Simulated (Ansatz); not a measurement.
With plane-wave PAW PBE (Ansatz code), Ti in the diamond structure (Fd-3m) relaxes to a = 6.029 Å. Ti has 4 nearest neighbours from 2.61 Å (tetrahedral).

Electronic character: metallic (no gap). The magnetic state found is ferromagnetic. The net moment is 2.28 μB per atom.

The bulk modulus is 22.7 GPa.

The start of the workflow was typed in or built on a structure type; neither database checked (COD, Materials Project) lists it. It is not the phase usual at ambient conditions (space group No. 194). The PBE relaxation kept the symmetry of its start; whether a distortion lowers the energy is not shown. Magnetic state: ferromagnetic, chosen from 4 collinear starts compared on coarse meshes (ties went to the first, and starts can fall back to one state), not a proven ground state.

Potentials: the later of the program's two PAW sets.
